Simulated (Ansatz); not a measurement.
A frame of Zr$_{4}$Si$_{3}$B from dynamics at 2080 K, with the forces (eV/Å) computed on a k mesh in the last three columns. Method: DFT PBE, scalar-relativistic, plane waves, PAW (Ansatz 0.2.0).

Cutoff 420 eV; k points 4×4×4 on the computed 16-atom cell (Γ-centred); Fermi–Dirac smearing, width 0.18 eV; no spin polarisation.

```xyz
16
Lattice="6.610 0.110 -0.281 0.110 6.590 -0.095 -0.281 -0.095 6.606" Properties=species:S:1:pos:R:3:forces:R:3 pbc="T T T"
Zr    1.069    3.975    4.749    0.540    1.090    0.460
Zr    5.397    6.280    4.175    0.460    0.660   -2.820
Zr    3.726    1.157    2.332    1.490   -1.460   -1.030
Zr    2.893    1.403    5.933    0.150   -0.420   -0.490
Zr    4.304    4.258    1.264   -0.820   -0.480    0.800
Zr    6.193    5.991    0.051   -0.140    0.370    0.760
Zr    4.684    3.143    4.308    0.250    0.480    0.120
Zr    0.912    1.511    2.442   -1.690   -1.940    1.500
Si    0.590    4.013    2.042   -0.370    1.060   -0.220
Si    5.630    2.081    0.357   -1.590    0.410    0.850
Si    0.239    1.736    5.596    0.590   -0.580   -0.950
Si    2.436    5.538    3.163    1.000    0.270   -0.090
Si    2.146    5.946    0.721    0.690    0.230   -0.400
Si    3.402    5.165    5.351   -0.590    0.760    1.400
B     2.527    3.063    2.642    0.240    1.820    0.180
B     1.069   -0.016    5.473   -0.200   -2.270   -0.070
```

Static pressure 4.9 GPa (no kinetic part), no gap on the mesh.

Counting as bonded all pairs within 1.2 times the summed covalent radii:

| atom → neighbour | mean count | mean length (Å) | spread (Å) |
| --- | --- | --- | --- |
| B → Si | 1.50 | 2.12 | 0.13 |
| B → Zr | 4.50 | 2.52 | 0.18 |
| Si → B | 0.50 | 2.12 | 0.13 |
| Si → Si | 1.67 | 2.48 | 0.14 |
| Si → Zr | 5.50 | 2.82 | 0.19 |
| Zr → B | 1.12 | 2.52 | 0.18 |
| Zr → Si | 4.12 | 2.82 | 0.19 |
| Zr → Zr | 8.00 | 3.41 | 0.36 |

Angles between all pairs of such bonds at an atom (mean ± spread): 101 ± 30° at B, 99 ± 33° at Si, 96 ± 35° at Zr.

Cost: 1 run of about 2.3 core-minutes, on Arm Neoverse V1 (shared hosts).